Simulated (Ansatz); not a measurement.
NaF (rock salt)

```
NaF
1.0
    0.00000     4.70157     4.70157
    2.35078     2.35078     4.70157
    2.35078     2.35078     0.00000
F Na
2 2
Cartesian
  0.00000   0.00000   0.00000
  2.35078   4.70157   2.35078
  2.35078   2.35078   2.35078
  2.35078   4.70157   4.70157
```

The atoms are displaced by Q × the pattern below (from a DFPT mode at X = (0.5, 0.5, 0.0), largest move 1; Q in Å), at fixed cell. It is one choice among 2 degenerate patterns. (q is in reciprocal vectors of the primitive cell; the cell shown is doubled to hold the pattern.)

| atom | x | y | z |
|---|---|---|---|
| F1 | 0.000 | -0.845 | 0.000 |
| F2 | 0.000 | 0.845 | 0.000 |
| Na3 | 0.000 | 1.000 | 0.000 |
| Na4 | 0.000 | -1.000 | 0.000 |

These are PBE (plane waves to 420 eV, PAW, scalar-relativistic; Ansatz, a quantum-chemistry and plane-wave program) values and carry that method's errors. k mesh 12×12×12 (Γ-centred), Fermi-Dirac smearing 0.05 eV. E stands for the smeared free energy. NaF was relaxed with its symmetry unable to fall. The relaxed volume of NaF is well above the measured one; the method has no dispersion term. ΔE is measured from the undisplaced structure.

```
Q (Å)   ΔE (meV/cell)
------  -------------
-0.280          213.0
-0.187           93.9
-0.093           23.3
0.000             0.0
0.093            23.3
0.187            93.9
0.280           213.0
```

Task: Which DFPT wavenumber at X = (0.5, 0.5, 0.0) belongs to this mode?
(A) 274 cm⁻¹
(B) 141 cm⁻¹
(C) 239 cm⁻¹

Result: B, 141 cm⁻¹. The curvature of the scan gives 141 cm⁻¹

(A displaced cell: forces are minus the slopes of the energy, force constants its curvatures, and phonons follow from these.)
